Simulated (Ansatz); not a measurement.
Cd₂TeSe:
Space group R3m, hexagonal axes (No. 160); a = 4.446 Å, b = 4.446 Å, c = 21.777 Å, α = 90.00°, β = 90.00°, γ = 120.00°

```csv
atom,site,symmetry,x,y,z
Cd,3a,3m,0.0000,0.0000,0.9948
Cd,3a,3m,0.0000,0.0000,0.5051
Te,3a,3m,0.0000,0.0000,0.3761
Se,3a,3m,0.0000,0.0000,0.8740
```
(The calculation used a cell of 4 atoms; values per cell refer to that cell.)

Relaxed with PBEsol. The program Ansatz at the PBEsol level (PAW) gives a gap of 0.15 eV.

Question: What gap does HSE06 give on the same cell (Ansatz, PAW)?

Answer: 1.09 eV, 0.94 eV more. The hybrid was solved on a coarser mesh and at special points; its gap is the smallest among all of these.

```json
[
 {"k": "Γ", "v1 PBEsol": "0.00", "c1 PBEsol": "0.15", "v1 HSE06": "0.00", "c1 HSE06": "1.09"},
 {"k": "T", "v1 PBEsol": "-0.18", "c1 PBEsol": "1.39", "v1 HSE06": "-0.18", "c1 HSE06": "2.33"},
 {"k": "L", "v1 PBEsol": "-1.21", "c1 PBEsol": "2.80", "v1 HSE06": "[?]", "c1 HSE06": "[?]"},
 {"k": "F", "v1 PBEsol": "-0.86", "c1 PBEsol": "1.71", "v1 HSE06": "[?]", "c1 HSE06": "[?]"},
 {"k": "S0", "v1 PBEsol": "-1.48", "c1 PBEsol": "3.06", "v1 HSE06": "[?]", "c1 HSE06": "[?]"},
 {"k": "H0", "v1 PBEsol": "-1.47", "c1 PBEsol": "3.11", "v1 HSE06": "[?]", "c1 HSE06": "[?]"}
]
```

Question: Top valence (v1) and lowest conduction level (c1) in eV from each method's valence maximum (which need not be a listed point): supply the withheld HSE06 values.

Answer: 
- S0, v1 HSE06: -1.57
- S0, c1 HSE06: 3.97
- L, v1 HSE06: -1.28
- L, c1 HSE06: 3.74
- F, v1 HSE06: -0.92
- F, c1 HSE06: 2.65
- H0, v1 HSE06: -1.56
- H0, c1 HSE06: 4.03

Cost on shared cores: the PBEsol run (SCF on a 7×7×7 mesh, then bands and DOS) roughly 90 core-seconds, the HSE06 run (SCF on 6×6×6, then a few points) very roughly 14 core-minutes; the tasks are unlike.

The first step of the workflow began from a Materials Project structure, measured or hypothetical; the Crystallography Open Database copy checked does not list it. Its standing as an ambient phase is unchecked. The PBEsol relaxation kept the symmetry of its start; of distortions, only those at the zone centre were tested. Scalar-relativistic: spin–orbit coupling is off unless named, which matters more the heavier the elements.

Potentials: the later of the program's two PAW sets.
